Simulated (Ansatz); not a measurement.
One stationary structure of HfO₂. Space group P4₂/nmc (No. 137). Level of theory: PBE (plane waves to 420 eV, PAW, scalar-relativistic; Ansatz, a program for electronic structure).

Space group P4₂/nmc, origin choice 1 (No. 137); a = b = 3.605 Å, c = 5.265 Å, α = β = γ = 90.00°

```json
[
 {"atom": "Hf", "site": "2a", "symmetry": "-4m2", "x": "0.0000", "y": "0.0000", "z": "0.0000"},
 {"atom": "O", "site": "4d", "symmetry": "2mm.", "x": "0.0000", "y": "0.5000", "z": "0.1932"}
]
```

What band gap does PBE give?

4.67 eV, indirect (valence top at Z, conduction bottom at Γ) (no spin-orbit coupling).

Predict the smallest direct gap from PBE.

4.73 eV at Γ.

No spin polarisation in the result.

The run could not lose the symmetry of its start.
